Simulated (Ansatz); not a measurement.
Input and command of a plane-wave DFT calculation in Ansatz:

```yaml
crystal:
  lattice:
    - [0.0, 2.74365, 2.78480475]
    - [2.74365, 0.0, 2.78480475]
    - [2.74365, 2.74365, 0.0]
  atoms:
    - { symbol: "Y", position: [0.5, 0.5, 0.5] }
    - { symbol: S, position: [0.0, 0.0, 0.0] }
basis:
  ecutwfc: 420
kpoints:
  mp_grid: { grid: [16, 16, 16] }
hamiltonian:
  xc: pbesol
scf:
  occupations: { method: gaussian, width: 0.15 }
output:
  forces: true
  stress: true
  eigenvalues: true
```

```bash
ansatz run input.yaml --threads 1 --pin off --max-ram 2560MiB --backend cpu --events-out ev --progress --plain --runs-dir out
```

Processor: Arm Neoverse V1, 1 thread, on a host shared with other jobs.

**Question.** How long does it run, and how much memory does it take?

**Answer.** About 11 s on 1 thread of Arm Neoverse V1 (shared host), peak memory 0.44 GiB. It solves 13 bands at 349 k points (the mesh reduced by symmetry) with about 869 plane waves, in 8 SCF iterations.
